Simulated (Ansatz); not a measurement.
# Computed properties of HfSi2

HfSi2:
```
HfSi2
1.0
    1.81052    -7.12042     0.00000
    1.81052     7.12042     0.00000
    0.00000     0.00000     3.61146
Si Hf
4 2
Direct
  0.94480   0.05520   0.75000
  0.05520   0.94480   0.25000
  0.24991   0.75009   0.75000
  0.75009   0.24991   0.25000
  0.60472   0.39528   0.75000
  0.39528   0.60472   0.25000
```

Space group Cmcm (No. 63); conventional cell a = 3.6210 Å, b = 14.2408 Å, c = 3.6115 Å, α = β = γ = 90.00°.

Method: the program Ansatz at the LDA level (PAW). Structure relaxed to zero pressure with the same functional. Other levels are named where they apply.

**Cell and energy**

```json
{
  "volume_per_atom": "15.52 Å³",
  "density": "8.37 g/cm³",
  "Formation energy from the elements (no fitted shifts)": "-0.67 eV/atom"
}
```

**Electronic structure**

```json
{
 "electronic_character": "metallic (no gap)",
 "Density of states at the Fermi level": "0.20 states/eV per atom (mean over ±0.08 eV)"
}
```

**Mechanics**

```json
{
  "Bulk modulus (Birch–Murnaghan fit)": "142 GPa",
  "Pressure derivative B′": "3.9"
}
```

**Phonons**

```json
{
 "highest_zone_centre_frequency": "449 cm^-1",
 "zone_centre_stability": "no imaginary mode at Γ"
}
```

The LDA relaxation kept the symmetry of its start. The run is not spin-polarised. As this level gives no gap, phonon frequencies hold no LO–TO term and depend on the k-mesh and smearing (Fermi–Dirac, 0.1 eV here). The references are the lowest solids computed at this level, not always the standard phases. Spin–orbit coupling is left out wherever it is not named.

Potentials: the later of the program's two PAW sets.
